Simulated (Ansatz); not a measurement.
This cell of CaO (rock salt) is off equilibrium:

```
CELL_PARAMETERS angstrom
      0.00000     2.39740     2.39740
      2.39740     0.00000     2.39740
      2.39740     2.39740     0.00000
ATOMIC_POSITIONS crystal
  O  0.99305 0.99305 0.00695
  Ca 0.50277 0.50277 0.49723
```

Computed with r2SCAN (plane waves to 500 eV, PAW, scalar-relativistic; Ansatz, an electronic-structure program). k mesh 12×12×12 (Γ-centred), Fermi-Dirac smearing 0.05 eV. Compression counts positive. CaO was relaxed with its symmetry unable to fall.

Problem. Predict the force on every atom, in eV/Å.

Solution. 
```json
[
 {"atom": "O1", "Fx": "0.000", "Fy": "0.000", "Fz": "0.160"},
 {"atom": "Ca2", "Fx": "0.000", "Fy": "0.000", "Fz": "-0.160"}
]
```

(For displaced atoms, the force is minus the slope of the energy, and its curvature is a force constant, which sets phonon frequencies.)
